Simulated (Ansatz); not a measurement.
One stationary structure of Li. Method: r2SCAN (plane waves to 500 eV, PAW, scalar-relativistic; Ansatz, a first-principles code).

```cif
data_Li
_chemical_formula_sum 'Li1'
_space_group_name_H-M_alt 'P 1'
_space_group_IT_number 1
_cell_length_a 3.01057
_cell_length_b 3.01057
_cell_length_c 3.01057
_cell_angle_alpha 109.435
_cell_angle_beta 109.435
_cell_angle_gamma 109.543
loop_
_space_group_symop_operation_xyz
  'x, y, z'
loop_
_atom_site_label
_atom_site_type_symbol
_atom_site_fract_x
_atom_site_fract_y
_atom_site_fract_z
_atom_site_occupancy
Li1 Li 0.00000 0.00000 0.00000 1
```

Determine the symmetry and give the standard cell with its independent sites.

Space group Im-3m (No. 229); a = 3.476 Å, b = 3.476 Å, c = 3.476 Å, α = 90.00°, β = 90.00°, γ = 90.00°

```
atom  site  symmetry       x       y       z
----  ----  --------  ------  ------  ------
Li      2a      m-3m  0.0000  0.0000  0.0000
```

This is the bcc (W type).

Give the shortest distances between elements (the closest pairs, up to four, under 3.6 Å).

Li–Li 3.01 Å.

- Volume per atom: 21.01 Å³
- Band gap: zero (metallic)

No spin polarisation in the result.

The run could not lose the symmetry of its start.

It was reached from a disturbed copy of a Pm-3m (No. 221) cell (simple cubic type), against which it lies -0.12 eV/atom.
